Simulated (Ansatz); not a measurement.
VBiO4:
```xyz
12
Lattice="-2.5315 2.5315 5.7153 2.5315 -2.5315 5.7153 2.5315 2.5315 -5.7153" Properties=species:S:1:pos:R:3 pbc="T T T"
V      0.0000     0.0000     5.7153
V      2.5315     0.0000     2.8576
Bi     0.0000     0.0000     0.0000
Bi     0.0000     2.5315     2.8576
O      3.2442     1.2691    -0.9127
O      3.7939     0.7127     1.9449
O     -0.7127     1.2624     4.8026
O      1.2691    -0.7127     1.9449
O      1.8188     1.2624     3.7704
O      1.2691     1.8188     0.9127
O      3.2442    -1.2624     3.7704
O      1.2624     0.7127     6.6280
```

Relaxed with LDA. Special points in fractions of this cell's reciprocal vectors: Γ (0.000, 0.000, 0.000); X (0.000, 0.000, 0.500); P (0.250, 0.250, 0.250); N (0.000, 0.500, 0.000); M (0.500, 0.500, -0.500); S (0.299, 0.701, -0.299); S0 (-0.299, 0.299, 0.299); R (-0.098, 0.098, 0.500); G (0.500, 0.500, -0.098).

Task: List the band energies nearest the valence-band maximum at these points for LDA (plane waves, PAW; program Ansatz).

Result: In eV from the valence-band maximum; about four levels below and three above (degenerate sets whole), none deeper than 8.9 eV; points with the same levels are listed once.

| k | below | above |
|---|---|---|
| Γ | -1.11 -0.83 -0.83 -0.56 | 2.27 2.78 3.07 |
| X | -1.14 -1.14 -0.35 -0.35 | 2.71 2.71 2.94 2.94 |
| P | -1.12 -1.12 -0.34 -0.34 | 2.71 2.71 2.92 2.92 |
| N | -1.28 -1.16 -0.62 -0.18 | 2.06 2.53 2.94 |
| M | -1.12 -1.12 -0.90 -0.90 | 2.90 2.90 2.97 2.97 |
| S | -1.10 -1.05 -0.68 -0.41 | 2.19 2.51 2.97 |
| R | -1.23 -1.07 -0.40 -0.38 | 2.49 2.79 2.98 |

Space group I4_1/a. The LDA relaxation kept the symmetry of its start; of distortions, only those at the zone centre were tested. The run is not spin-polarised. No Hubbard U is applied. Scalar-relativistic: spin–orbit coupling is off unless named, which matters more the heavier the elements.

Potentials: the later of the program's two PAW sets.
